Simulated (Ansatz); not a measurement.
Consider the following.

Al2Au (fluorite or antifluorite type, Fm-3m), a = b = c = 6.0101 Å, α = β = γ = 90.00°; the cell used has 3 atoms.

This is the r²SCAN-relaxed structure.

### Question
All from r²SCAN in the plane-wave PAW code Ansatz, unless another level is named. Give the formation energy from the elements (no fitted shifts).

### Answer
-0.49 eV/atom.

### Question
Give the density of states at the Fermi level.

### Answer
0.30 states/eV per atom (mean over ±0.08 eV).

### Question
And the gap with spin–orbit coupling?

### Answer
none (metallic).

The cell was relaxed with r²SCAN under the symmetry of its start; of distortions, only those at the zone centre were tested. The references are the lowest solids computed at this level, not always the standard phases. Scalar-relativistic: spin–orbit coupling is off unless named, which matters more the heavier the elements.

Potentials: the later of the program's two PAW sets.
